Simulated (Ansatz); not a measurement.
Relaxed-ion elastic tensor of Li (bcc (W type), Im-3m) in GPa (Voigt order), r²SCAN (plane waves, PAW; program Ansatz); density 0.55 g/cm³, 21.02 Å³ per atom.

```json
[
 {"": "1", "1": "14.2", "2": "12.4", "3": "12.4", "4": "0.0", "5": "0.0", "6": "0.0"},
 {"": "2", "1": "12.4", "2": "14.2", "3": "12.4", "4": "0.0", "5": "0.0", "6": "0.0"},
 {"": "3", "1": "12.4", "2": "12.4", "3": "14.2", "4": "0.0", "5": "0.0", "6": "0.0"},
 {"": "4", "1": "0.0", "2": "0.0", "3": "0.0", "4": "10.8", "5": "0.0", "6": "0.0"},
 {"": "5", "1": "0.0", "2": "0.0", "3": "0.0", "4": "0.0", "5": "10.8", "6": "0.0"},
 {"": "6", "1": "0.0", "2": "0.0", "3": "0.0", "4": "0.0", "5": "0.0", "6": "10.8"}
]
```

Q: Is the crystal mechanically stable?

A: Yes: the smallest eigenvalue of C is 1.8 GPa.

Q: Work out the Voigt and Reuss bounds. Is their mean of use?

A: K_V = 13.0, K_R = 13.0; G_V = 6.8, G_R = 2.0 GPa. The bounds lie so far apart that a Hill average or a Debye temperature from it would say little.

The cell was relaxed with r²SCAN under the symmetry of its start; of distortions, only those at the zone centre were tested. As this level gives no gap, shear constants depend on the k-mesh and smearing (Fermi–Dirac, 0.1 eV here).

Potentials: the later of the program's two PAW sets.
